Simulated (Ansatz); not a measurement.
Zr5Ga3:
```
Zr5Ga3
1.0
    8.10540     0.00000     0.00000
   -4.05270     7.01948     0.00000
    0.00000     0.00000     5.73385
Zr Ga
10 6
Direct
  0.33333   0.66667   0.50000
  0.66667   0.33333   0.50000
  0.66667   0.33333   0.00000
  0.33333   0.66667   0.00000
  0.75711   0.00000   0.25000
  0.24289   0.00000   0.75000
  0.75711   0.75711   0.75000
  0.24289   0.24289   0.25000
  0.00000   0.75711   0.25000
  0.00000   0.24289   0.75000
  0.39159   0.00000   0.25000
  0.60841   0.00000   0.75000
  0.39159   0.39159   0.75000
  0.60841   0.60841   0.25000
  0.00000   0.39159   0.25000
  0.00000   0.60841   0.75000
```

Relaxed with r²SCAN. Special points in fractions of this cell's reciprocal vectors: Γ (0.000, 0.000, 0.000); M (0.500, 0.000, 0.000); K (0.333, 0.333, 0.000); A (0.000, 0.000, 0.500); L (0.500, 0.000, 0.500); H (0.333, 0.333, 0.500).

### Question
List the band energies nearest the Fermi level at these points for r²SCAN in the plane-wave PAW code Ansatz.

### Answer
In eV from the Fermi level; about four levels below and three above (degenerate sets whole), none deeper than 8.9 eV; points with the same levels are listed once.

```json
[
 {"k": "Γ", "below": "-0.37 -0.37 -0.34 -0.21", "above": "0.01 0.01 0.27"},
 {"k": "M", "below": "-0.37 -0.31 -0.15 -0.14", "above": "0.06 0.70 0.71"},
 {"k": "K", "below": "-0.15 -0.14 -0.06 -0.06", "above": "0.65 0.80 0.80"},
 {"k": "A", "below": "-0.39 -0.39 -0.39 -0.39", "above": "1.00 1.00 1.16 1.16"},
 {"k": "L", "below": "-0.32 -0.32 -0.13 -0.13", "above": "0.28 0.28 0.61 0.61"},
 {"k": "H", "below": "-0.74 -0.74 -0.26 -0.26", "above": "0.12 0.12 0.12 0.12"}
]
```

Space group P6_3/mcm. The workflow started from a Materials Project entry (that database holds measured and hypothetical structures alike); the Crystallography Open Database copy checked does not list it. Its standing as an ambient phase is unchecked. The r²SCAN relaxation kept the symmetry of its start; its stability against distortions is not shown here. No spin polarisation was allowed. Spin–orbit coupling is left out wherever it is not named.

Potentials: the later of the program's two PAW sets.
